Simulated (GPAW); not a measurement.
**Equation of state of Ti3As under PBEsol**

```cif
data_structure
_symmetry_space_group_name_H-M 'P 1'
_symmetry_Int_Tables_number 1
_cell_length_a 5.0218
_cell_length_b 5.0218
_cell_length_c 5.0218
_cell_angle_alpha 90.000
_cell_angle_beta 90.000
_cell_angle_gamma 90.000
_cell_volume 126.64
loop_
_atom_site_label
_atom_site_type_symbol
_atom_site_fract_x
_atom_site_fract_y
_atom_site_fract_z
_atom_site_occupancy
As1 As 0.00000 0.00000 0.00000 1
As2 As 0.50000 0.50000 0.50000 1
Ti1 Ti 0.00000 0.50000 0.75000 1
Ti2 Ti 0.00000 0.50000 0.25000 1
Ti3 Ti 0.75000 0.00000 0.50000 1
Ti4 Ti 0.25000 0.00000 0.50000 1
Ti5 Ti 0.50000 0.75000 0.00000 1
Ti6 Ti 0.50000 0.25000 0.00000 1
```

The cell comes from a database or a generator and needn't be the stable form of this composition.

The cell was scaled at fixed shape and fractions and run with GPAW, PAW data sets generated for this functional, cutoff 600 eV; PBEsol, k mesh 6 × 6 × 6 on the cell of 8 atoms, fermi-dirac occupations of 0.05 eV, no spin polarisation, no spin-orbit coupling. Energies are those that the program minimises, any entropy of the smearing included. For a metal such a mesh isn't converged to the digits shown.

| V (Å³/atom) | energy over the lowest row (meV/atom) |
| --- | --- |
| 14.8801 | 5.02 |
| 15.1967 | 0.00 |
| 15.5133 | ? |
| 15.8299 | 6.90 |
| 16.1465 | 17.73 |
| 16.4631 | 32.84 |
| 16.7797 | 51.81 |

Task: Fit the third-order Birch-Murnaghan form, give V0, B0 and B′, and predict the energy left open.

Result: With y = (V0/V)^(2/3), E = E0 + (9 V0 B0/16) [(y - 1)³ B′ + (y - 1)² (6 - 4y)]. Least squares through the rows shown give V0 = 15.3072 Å³/atom, E0 = -0.35 meV, B0 = 137.7 GPa (1 eV/Å³ = 160.218 GPa) and B′ = 4.02, with a largest miss of 0.02 meV. At V = 15.5133 the form with these constants gives 0.82 meV; the run gave 0.75 meV an atom.
